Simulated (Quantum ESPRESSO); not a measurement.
# Mo4Se6S2: finding a planted mistake in a log

Simulated, not a measurement. The program is pw.x of Quantum ESPRESSO 7.5 (plane-wave density functional theory). The cell is made up: 12 atoms on a layered 2H lattice, with randomly drawn elements, strain and displacements, not relaxed. PseudoDojo standard norm-conserving files (v0.5 for PBE, v0.4.1 for LDA and PBEsol) set the functional; there is no spin polarisation, spin-orbit coupling or dispersion term, and the masses in the input are unused placeholders.

Intended input:

```
&control calculation='scf', pseudo_dir='./dojo.nc.sr.pbe.v0_5.standard.upf', outdir='./o', disk_io='medium', tprnfor=.true., tstress=.true. /
&system ibrav=0, nat=12, ntyp=3, nbnd=88, ecutwfc=85.99341389, nosym=.true., tot_charge=0,
 occupations='smearing', smearing='fd', degauss=0.0018374661
/
&electrons conv_thr=7.350e-09, electron_maxstep=60, /
ATOMIC_SPECIES
Mo 1.0 Mo.upf
S 1.0 S.upf
Se 1.0 Se.upf
CELL_PARAMETERS angstrom
3.1675 -0.0304 -0.0413
-0.0526 5.4664 0.0419
-0.1651 0.0966 13.0
ATOMIC_POSITIONS angstrom
Mo -0.057 1.8415 3.2845
Mo 1.4162 0.9737 9.7337
Mo 1.5129 4.6437 3.34
Mo -0.2053 3.7296 9.8388
Se -0.1415 1.8957 8.1856
Se -0.1706 1.9249 11.3882
Se 1.553 1.0086 1.717
Se 1.3766 0.9529 4.8864
Se 1.3161 4.5977 8.0836
S 1.5147 4.6176 11.5344
Se -0.1031 3.7181 1.6395
S -0.1769 3.6389 4.8409
K_POINTS automatic
7 4 2 1 1 1
```

The log is shortened where brackets say so; the opening notice, blank lines, dates and the lines on written files are dropped, and the path of the files is cut. It prints rydbergs, bohrs and kilobars, and counts compression as positive stress.

Log of the intended run:

```
     Program PWSCF v.7.5
     Parallel version (MPI & OpenMP), running on       1 processor cores
     Number of MPI processes:                 1
     Threads/MPI process:                     1
     [start-up lines left out]
     bravais-lattice index     =            0
     lattice parameter (alat)  =       5.9865  a.u.
     unit-cell volume          =    1518.5252 (a.u.)^3
     number of atoms/cell      =           12
     number of atomic types    =            3
     number of electrons       =       164.00
     number of Kohn-Sham states=           88
     kinetic-energy cutoff     =      85.9934  Ry
     charge density cutoff     =     343.9737  Ry
     scf convergence threshold =      7.3E-09
     mixing beta               =       0.7000
     number of iterations used =            8  plain     mixing
     Exchange-correlation= PBE
                           (   1   4   3   4   0   0   0)
     [axes and pseudopotential details left out]
   Cartesian axes
     site n.     atom                  positions (alat units)
         1        Mo     tau(   1) = (  -0.0179929   0.5812971   1.0368018  )
         2        Mo     tau(   2) = (   0.4470448   0.3073630   3.0725887  )
         3        Mo     tau(   3) = (   0.4775696   1.4658537   1.0543212  )
         4        Mo     tau(   4) = (  -0.0648060   1.1773043   3.1057650  )
         5        Se     tau(   5) = (  -0.0446666   0.5984062   2.5839076  )
         6        Se     tau(   6) = (  -0.0538525   0.6076236   3.5948564  )
         7        Se     tau(   7) = (   0.4902278   0.3183797   0.5419968  )
         8        Se     tau(   8) = (   0.4345445   0.3007972   1.5424656  )
         9        Se     tau(   9) = (   0.4154467   1.4513331   2.5517098  )
        10        S      tau(  10) = (   0.4781378   1.4576148   3.6410067  )
        11        Se     tau(  11) = (  -0.0325451   1.1736741   0.5175328  )
        12        S      tau(  12) = (  -0.0558411   1.1486735   1.5281028  )
     number of k points=    28  Fermi-Dirac smearing, width (Ry)=  0.0018
                       cart. coord. in units 2pi/alat
        k(    1) = (   0.0729348   0.0726725   0.0613077), wk =   0.0714286
        k(    2) = (   0.0713546   0.0735914  -0.0605621), wk =   0.0714286
     [further k points left out]
     Dense  grid:   163685 G-vectors     FFT dimensions: (  36,  64, 150)
     Estimated max dynamical RAM per process >     312.64 MB
     Initial potential from superposition of free atoms
     starting charge     163.9938, renormalised to     164.0000
     Starting wfcs are  102 randomized atomic wfcs
     total cpu time spent up to now is       40.4 secs
     per-process dynamical memory:   172.0 Mb
     Self-consistent Calculation
     iteration #  1     ecut=    85.99 Ry     beta= 0.70
     Davidson diagonalization with overlap
     ethr =  1.00E-02,  avg # of iterations =  2.0
     Threshold (ethr) on eigenvalues was too large:
     Diagonalizing with lowered threshold
     Davidson diagonalization with overlap
     ethr =  6.07E-04,  avg # of iterations =  2.0
     total cpu time spent up to now is      239.9 secs
     total energy              =   -2061.05352068 Ry
     estimated scf accuracy    <       1.03422945 Ry
     iteration #  2     ecut=    85.99 Ry     beta= 0.70
     Davidson diagonalization with overlap
     ethr =  6.31E-04,  avg # of iterations =  7.4
     total cpu time spent up to now is      379.5 secs
     total energy              =   -2060.09302715 Ry
     estimated scf accuracy    <       9.45470653 Ry
     [iterations 3 to 18 left out]
     iteration # 19     ecut=    85.99 Ry     beta= 0.70
     Davidson diagonalization with overlap
     ethr =  3.00E-11,  avg # of iterations =  2.9
     total cpu time spent up to now is     2074.3 secs
     total energy              =   -2061.55678518 Ry
     estimated scf accuracy    <       0.00000001 Ry
     iteration # 20     ecut=    85.99 Ry     beta= 0.70
     Davidson diagonalization with overlap
     ethr =  7.95E-12,  avg # of iterations =  2.8
     total cpu time spent up to now is     2168.7 secs
     End of self-consistent calculation
     [lines on levels left out]
!    total energy              =   -2061.55678518 Ry
     estimated scf accuracy    <          4.5E-09 Ry
     smearing contrib. (-TS)   =      -0.00000000 Ry
     internal energy E=F+TS    =   -2061.55678518 Ry
     The total energy is F=E-TS. E is the sum of the following terms:
     one-electron contribution =   -1134.05768565 Ry
     hartree contribution      =     628.83590309 Ry
     xc contribution           =    -386.67802012 Ry
     ewald contribution        =   -1169.65698250 Ry
     convergence has been achieved in  20 iterations
     Forces acting on atoms (cartesian axes, Ry/au):
     atom    1 type  1   force =    -0.04578101    0.10471104    0.04295318
     atom    2 type  1   force =     0.01361624   -0.06995951    0.07143764
     atom    3 type  1   force =    -0.05734488   -0.09801173   -0.02185132
     atom    4 type  1   force =     0.01829632    0.07134407    0.02348760
     atom    5 type  3   force =    -0.02655040    0.02315029   -0.08905197
     atom    6 type  3   force =     0.01340297   -0.03010413    0.08145554
     atom    7 type  3   force =    -0.03003659   -0.03581462   -0.14899436
     atom    8 type  3   force =     0.07606292   -0.00548133    0.12410875
     atom    9 type  3   force =     0.01644598    0.00134866   -0.01008805
     atom   10 type  2   force =    -0.03604539    0.00486627   -0.07805832
     atom   11 type  3   force =     0.00984926    0.01556435   -0.02156983
     atom   12 type  2   force =     0.04808458    0.01838663    0.02617113
     Total force =     0.344763     Total SCF correction =     0.000446
     Computing stress (Cartesian axis) and pressure
          total   stress  (Ry/bohr**3)                   (kbar)     P=      149.82
   0.00102183   0.00003596   0.00025574          150.32        5.29       37.62
   0.00003596   0.00106509  -0.00005017            5.29      156.68       -7.38
   0.00025574  -0.00005017   0.00096836           37.62       -7.38      142.45
     init_run     :     37.45s CPU     40.22s WALL (       1 calls)
     electrons    :   2041.22s CPU   2128.41s WALL (       1 calls)
     forces       :     17.80s CPU     18.03s WALL (       1 calls)
     stress       :     50.14s CPU     51.72s WALL (       1 calls)
     [timing details left out]
     PWSCF        :  35m46.96s CPU  37m19.18s WALL
     JOB DONE.
```

A second run was made from an input with one planted mistake. Its log:

```
     Program PWSCF v.7.5
     Parallel version (MPI & OpenMP), running on       4 processor cores
     Number of MPI processes:                 4
     Threads/MPI process:                     1
     [start-up lines left out]
     bravais-lattice index     =            0
     lattice parameter (alat)  =       5.9865  a.u.
     unit-cell volume          =    1518.5252 (a.u.)^3
     number of atoms/cell      =           12
     number of atomic types    =            3
     number of electrons       =       164.00
     number of Kohn-Sham states=           88
     kinetic-energy cutoff     =      85.9934  Ry
     charge density cutoff     =     343.9737  Ry
     scf convergence threshold =      4.4E-03
     mixing beta               =       0.7000
     number of iterations used =            8  plain     mixing
     Exchange-correlation= PBE
                           (   1   4   3   4   0   0   0)
     [axes and pseudopotential details left out]
   Cartesian axes
     site n.     atom                  positions (alat units)
         1        Mo     tau(   1) = (  -0.0179929   0.5812971   1.0368018  )
         2        Mo     tau(   2) = (   0.4470448   0.3073630   3.0725887  )
         3        Mo     tau(   3) = (   0.4775696   1.4658537   1.0543212  )
         4        Mo     tau(   4) = (  -0.0648060   1.1773043   3.1057650  )
         5        Se     tau(   5) = (  -0.0446666   0.5984062   2.5839076  )
         6        Se     tau(   6) = (  -0.0538525   0.6076236   3.5948564  )
         7        Se     tau(   7) = (   0.4902278   0.3183797   0.5419968  )
         8        Se     tau(   8) = (   0.4345445   0.3007972   1.5424656  )
         9        Se     tau(   9) = (   0.4154467   1.4513331   2.5517098  )
        10        S      tau(  10) = (   0.4781378   1.4576148   3.6410067  )
        11        Se     tau(  11) = (  -0.0325451   1.1736741   0.5175328  )
        12        S      tau(  12) = (  -0.0558411   1.1486735   1.5281028  )
     number of k points=    28  Fermi-Dirac smearing, width (Ry)=  0.0018
                       cart. coord. in units 2pi/alat
        k(    1) = (   0.0729348   0.0726725   0.0613077), wk =   0.0714286
        k(    2) = (   0.0713546   0.0735914  -0.0605621), wk =   0.0714286
     [further k points left out]
     Dense  grid:   163685 G-vectors     FFT dimensions: (  36,  64, 150)
     Estimated max dynamical RAM per process >     504.85 MB
     Estimated total dynamical RAM >       1.86 GB
     Initial potential from superposition of free atoms
     starting charge     163.9938, renormalised to     164.0000
     Starting wfcs are  102 randomized atomic wfcs
     total cpu time spent up to now is        8.4 secs
     per-process dynamical memory:   367.2 Mb
     Self-consistent Calculation
     iteration #  1     ecut=    85.99 Ry     beta= 0.70
     Davidson diagonalization with overlap
     ethr =  1.00E-02,  avg # of iterations =  2.0
     Threshold (ethr) on eigenvalues was too large:
     Diagonalizing with lowered threshold
     Davidson diagonalization with overlap
     ethr =  6.07E-04,  avg # of iterations =  2.0
     total cpu time spent up to now is       43.7 secs
     total energy              =   -2061.05350542 Ry
     estimated scf accuracy    <       1.03434648 Ry
     iteration #  2     ecut=    85.99 Ry     beta= 0.70
     Davidson diagonalization with overlap
     ethr =  6.31E-04,  avg # of iterations =  7.4
     total cpu time spent up to now is       70.1 secs
     total energy              =   -2060.09097950 Ry
     estimated scf accuracy    <       9.46766067 Ry
     [iterations 3 to 6 left out]
     iteration #  7     ecut=    85.99 Ry     beta= 0.70
     Davidson diagonalization with overlap
     ethr =  2.24E-05,  avg # of iterations =  6.2
     total cpu time spent up to now is      178.3 secs
     total energy              =   -2061.55577040 Ry
     estimated scf accuracy    <       0.00905365 Ry
     iteration #  8     ecut=    85.99 Ry     beta= 0.70
     Davidson diagonalization with overlap
     ethr =  5.52E-06,  avg # of iterations = 12.8
     total cpu time spent up to now is      201.3 secs
     End of self-consistent calculation
     [lines on levels left out]
!    total energy              =   -2061.55365922 Ry
     estimated scf accuracy    <       0.00362006 Ry
     smearing contrib. (-TS)   =      -0.00000000 Ry
     internal energy E=F+TS    =   -2061.55365922 Ry
     The total energy is F=E-TS. E is the sum of the following terms:
     one-electron contribution =   -1134.41684937 Ry
     hartree contribution      =     629.21866808 Ry
     xc contribution           =    -386.69849543 Ry
     ewald contribution        =   -1169.65698250 Ry
     convergence has been achieved in   8 iterations
     Forces acting on atoms (cartesian axes, Ry/au):
     atom    1 type  1   force =    -0.04567563    0.10402630    0.03836353
     atom    2 type  1   force =     0.01363138   -0.06951292    0.07206762
     atom    3 type  1   force =    -0.05725016   -0.09694425   -0.02578504
     atom    4 type  1   force =     0.01834337    0.07185020    0.02309687
     atom    5 type  3   force =    -0.02656727    0.02348541   -0.08984995
     atom    6 type  3   force =     0.01344898   -0.02870202    0.08296996
     atom    7 type  3   force =    -0.02988315   -0.03902523   -0.14399032
     atom    8 type  3   force =     0.07564320   -0.00979068    0.12240101
     atom    9 type  3   force =     0.01634442    0.00151502   -0.01025014
     atom   10 type  2   force =    -0.03609345    0.00542985   -0.07793752
     atom   11 type  3   force =     0.00993509    0.01884725   -0.01764663
     atom   12 type  2   force =     0.04812322    0.01882106    0.02656061
     Total force =     0.342132     Total SCF correction =     0.482134
     SCF correction compared to forces is large: reduce conv_thr to get better values
     Computing stress (Cartesian axis) and pressure
          total   stress  (Ry/bohr**3)                   (kbar)     P=      158.29
   0.00106164   0.00003482   0.00025463          156.17        5.12       37.46
   0.00003482   0.00112164  -0.00004902            5.12      165.00       -7.21
   0.00025463  -0.00004902   0.00104477           37.46       -7.21      153.69
     init_run     :      7.95s CPU      8.28s WALL (       1 calls)
     electrons    :    189.65s CPU    192.99s WALL (       1 calls)
     forces       :      3.26s CPU      3.30s WALL (       1 calls)
     stress       :     10.63s CPU     10.84s WALL (       1 calls)
     [timing details left out]
     PWSCF        :   3m31.64s CPU   3m35.68s WALL
     JOB DONE.
```

Question: what was wrong in the second input?

Answer: the self-consistency threshold is too loose. The input lines that differ, file-writing options aside:

```
- &electrons conv_thr=7.350e-09, electron_maxstep=60, /
+ &electrons conv_thr=4.410e-03, electron_maxstep=60, /
```

```
                                            intended run  run with the mistake
                          free energy (eV)    -28048.909            -28048.866
                    smearing term -TS (eV)        0.0000                0.0000
                            pressure (GPa)         14.98                 15.83
            largest force component (eV/Å)         3.831                 3.702
largest change of a force component (eV/Å)                               0.129
                                iterations            20                     8
```

For scale, a rerun of the intended cell at a cutoff of 1467 eV and k mesh 9 x 6 x 4 moved values by no more than 0.002 eV in energy, 0.02 GPa in stress and 0.005 eV/Å in force.